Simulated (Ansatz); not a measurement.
## In4Bi3P (ordering on zincblende) by several functionals

All numbers come from Ansatz 0.2.0. Non-magnetic throughout. Whether this structure exists isn't addressed.

The cell is In4Bi3P, ordered on the zincblende lattice (P-4m2) with 8 atoms a cell; cell and atoms were relaxed with r2SCAN. Space group P-4m2 (No. 115), tetragonal; conventional cell a = 4.622 Å, c = 13.095 Å, 34.98 Å³ an atom. P has 4 In at 2.67 Å; In has 2 P at 2.67 Å and 2 Bi at 2.89 Å; Bi has 4 In at 2.89 Å; In has 4 Bi at 2.89–2.90 Å; Bi has 4 In at 2.90 Å.

```
P In Bi
1.0
     4.62249    0.00000    0.00000
     0.00000    4.62249    0.00000
     0.00000    0.00000   13.09529
P In Bi
1 4 3
Direct
  0.00000 0.00000 0.00000
  0.00000 0.50000 0.89838
  0.50000 0.00000 0.63336
  0.00000 0.50000 0.36664
  0.50000 0.00000 0.10162
  0.50000 0.50000 0.76576
  0.00000 0.00000 0.50000
  0.50000 0.50000 0.23424
```

Relaxed lattice by functional, symmetry kept:
```csv
functional,k mesh,a (Å),c (Å),volume (Å³/atom)
PBE,6×6×2,4.681,13.281,36.37
r2SCAN,6×6×2,4.622,13.095,34.98
```

On this one geometry the levels give:

| level | k mesh | gap (eV) | kind | edges | least direct gap (eV) |
| --- | --- | --- | --- | --- | --- |
| PBE | 6×6×2 | none (overlap 0.16) | – | – | – |
| PBE+SOC | 6×6×2 | none (overlap 0.34) | – | – | – |
| r2SCAN | 6×6×2 | 0 | – | – | – |

All runs use a smearing of 0.02 eV.
Wave cutoffs: 420 eV, 500 eV (r2SCAN).

r2SCAN gives a gap of zero: filled and empty bands touch at Γ. With PBE+SOC the bands overlap by 0.34 eV (counted from 1, band 102 peaks at Γ and band 103 bottoms out at X): no gap.

No level opens a gap, but no hybrid is among them, and semilocal functionals can close a real gap.

Only the levels marked +SOC include spin-orbit coupling.

Where bands overlap the cell is a metal at that level, and these k meshes limit energies, forces and stress. Overlaps of a few tenths of an eV in semilocal functionals can be an artefact that a hybrid or GW lifts.
